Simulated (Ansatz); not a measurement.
GaP:
```
GaP
1.0
    0.00000     2.75299     2.75299
    2.75299     0.00000     2.75299
    2.75299     2.75299     0.00000
P Ga
1 1
Cartesian
  4.12949   4.12949   4.12949
  0.00000   0.00000   0.00000
```

Relaxed with PBE. Special points in fractions of this cell's reciprocal vectors: Γ (0.000, 0.000, 0.000); X (0.500, 0.000, 0.500); U (0.625, 0.250, 0.625); K (0.375, 0.375, 0.750); L (0.500, 0.500, 0.500); W (0.500, 0.250, 0.750).

**Question.** List the band energies nearest the valence-band maximum at these points for PBE in the plane-wave PAW code Ansatz.

**Answer.** In eV from the valence-band maximum; about four levels below and three above (degenerate sets whole), none deeper than 8.9 eV; points with the same levels are listed once.

```tsv
k	below	above
Γ	0.00 0.00 0.00	1.58 3.89 3.89 3.89
X	-6.61 -2.58 -2.58	1.72 1.85 10.35 10.35
U	-6.41 -3.78 -2.17	2.22 4.74 8.12
L	-6.46 -1.07 -1.07	1.58 4.72 4.72
W	-6.42 -3.43 -3.28	4.69 4.73 6.01
```

Space group F-43m (zinc blende). The PBE relaxation kept the symmetry of its start; phonons on a q-mesh show no instability. Scalar-relativistic: spin–orbit coupling is off unless named, which matters more the heavier the elements.

Potentials: the later of the program's two PAW sets.
